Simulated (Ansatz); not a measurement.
LiBr:
```cif
data_BrLi
_chemical_formula_sum 'Li1 Br1'
_space_group_name_H-M_alt 'P 1'
_space_group_IT_number 1
_cell_length_a 3.82615
_cell_length_b 3.82615
_cell_length_c 3.82615
_cell_angle_alpha 60.000
_cell_angle_beta 60.000
_cell_angle_gamma 60.000
loop_
_space_group_symop_operation_xyz
  'x, y, z'
loop_
_atom_site_label
_atom_site_type_symbol
_atom_site_fract_x
_atom_site_fract_y
_atom_site_fract_z
_atom_site_occupancy
Li1 Li 0.00000 0.00000 0.00000 1
Br1 Br 0.50000 0.50000 0.50000 1
```

Relaxed with PBEsol. PBEsol (plane waves, PAW; program Ansatz) gives a gap of 4.98 eV.

Problem. What gap does HSE06 give on the same cell (Ansatz, PAW)?

Solution. 6.39 eV, 1.41 eV more. The hybrid was solved on a coarser mesh and at special points; its gap is the smallest among all of these.

```csv
k,v1 PBEsol,c1 PBEsol,v1 HSE06,c1 HSE06
Γ,-0.01,4.98,0.00,6.39
X,-1.26,6.22,___,___
L,-0.30,5.48,___,___
W,-1.26,8.11,___,___
K,-0.96,6.56,___,___
```

Problem. Top valence (v1) and lowest conduction level (c1) in eV from each method's valence maximum (which need not be a listed point): supply the withheld HSE06 values.

Solution. 
- W, v1 HSE06: -1.33
- W, c1 HSE06: 9.46
- L, v1 HSE06: -0.32
- L, c1 HSE06: 6.83
- X, v1 HSE06: -1.34
- X, c1 HSE06: 7.51
- K, v1 HSE06: -1.01
- K, c1 HSE06: 7.88

Cost on shared cores: the PBEsol run (SCF on a 9×9×9 mesh, then bands and DOS) around 7 core-seconds (rough), the HSE06 run (SCF on 7×7×7, then a few points) around 80 core-seconds (rough); the tasks are unlike.

Space group Fm-3m (rock salt). Symmetry was held in the PBEsol relaxation. Spin–orbit coupling is left out wherever it is not named.

Potentials: the later of the program's two PAW sets.
